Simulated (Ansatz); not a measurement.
## IrRh₅: computed properties

Theory: Ansatz 0.2.0, DFT PBE, scalar-relativistic, plane waves, PAW.

Plane waves to 420 eV, a k mesh through Γ of 18×18×4 on the computed 6-atom cell and Gaussian smearing (0.10 eV); no spin polarisation.

The structure is relaxed at this level of theory with its symmetry kept, and needn't be the ground state of this composition.

```cif
data_structure
_symmetry_space_group_name_H-M 'P-6m2'
_symmetry_Int_Tables_number 187
_cell_length_a 2.7283
_cell_length_b 2.7283
_cell_length_c 13.1908
_cell_angle_alpha 90.000
_cell_angle_beta 90.000
_cell_angle_gamma 120.000
_cell_volume 85.03
loop_
_atom_site_label
_atom_site_type_symbol
_atom_site_symmetry_multiplicity
_atom_site_Wyckoff_symbol
_atom_site_fract_x
_atom_site_fract_y
_atom_site_fract_z
_atom_site_occupancy
Ir1 Ir 1 f 0.66667 0.33333 0.50000 1
Rh1 Rh 2 h 0.33333 0.66667 0.66661 1
Rh2 Rh 1 c 0.33333 0.66667 0.00000 1
Rh3 Rh 2 i 0.66667 0.33333 0.83404 1
```

Q: Formation energy from the elements' standard states (uncorrected)?

A: +0.034 eV/atom.

Q: Kohn–Sham band gap?

A: none (metal).

Q: Density of states at the Fermi level?

A: 9.0 states/eV per cell.

Q: Orbital (Löwdin) character within 0.5 eV of the Fermi level?

A: Rh 4d 83 %, Ir 5d 13 %.

Q: Bulk modulus?

A: 269 GPa.

Q: Its pressure derivative?

A: 5.2.

Q: Bader charge by site (e)?

A: Ir (1 in the cell) -0.07, Rh (2 in the cell) 0.04, Rh (1 in the cell) 0.00, Rh (2 in the cell) -0.01.

Spin-orbit coupling is left out, which matters for the bands of heavy elements. Spin polarisation was left out, and a magnetic state may lie lower.

The cell was found from a structure generator's guess, not taken from experiment. Löwdin shares on free-atom orbitals overweight diffuse shells.
